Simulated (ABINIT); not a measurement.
# Moving the dispersion correction in RhAg

The cell as given:

```cif
data_structure
_symmetry_space_group_name_H-M 'P-6m2'
_symmetry_Int_Tables_number 187
_cell_length_a 2.7776
_cell_length_b 2.7776
_cell_length_c 4.8086
_cell_angle_alpha 90.000
_cell_angle_beta 90.000
_cell_angle_gamma 120.000
_cell_volume 32.13
loop_
_atom_site_label
_atom_site_type_symbol
_atom_site_symmetry_multiplicity
_atom_site_Wyckoff_symbol
_atom_site_fract_x
_atom_site_fract_y
_atom_site_fract_z
_atom_site_occupancy
Ag1 Ag 1 b 0.00000 0.00000 0.50000 1
Rh1 Rh 1 e 0.66667 0.33333 0.00000 1
```

The cell comes from a database or a generator and needn't be the stable form of this composition.

Kept alike: task relaxation of cell and atoms; functional PBE; k mesh 11 × 11 × 6; occupations fermi-dirac, width 0.05 eV; no spin polarisation. Program: ABINIT, JTH PAW PBE v2.0, cutoff 463 eV. The mesh is that of the run's cell of 2 atoms. No spin-orbit coupling.

| dispersion correction | volume (Å³/atom) | first edge of the run's cell (Å) | third edge of the run's cell (Å) |
| --- | --- | --- | --- |
| D2 | 15.295 | 2.734 | 4.725 |
| D3(zero) | 15.193 | 2.734 | 4.693 |
| D3(BJ) | 15.223 | 2.738 | 4.691 |
| none | 15.827 | 2.769 | 4.766 |

The relaxations keep at least the cell's symmetry (P-6m2). For a metal such a mesh leaves the last digits unconverged. Relaxations stop with a little pressure left, so the last digits of a volume or edge aren't settled.

Task: What does the dispersion correction change here?

Result: The volume runs from 15.193 (D3(zero)) to 15.827 Å³/atom (none). Against no correction: D2 -3.4 %; D3(zero) -4.0 %; D3(BJ) -3.8 %. Dispersion terms mostly attract and so lower the volume; the schemes' coefficients and damping set how far. The first edge of the run's cell runs from 2.734 (D2; D3(zero)) to 2.769 Å (none). The third edge of the run's cell runs from 4.691 (D3(BJ)) to 4.766 Å (none).
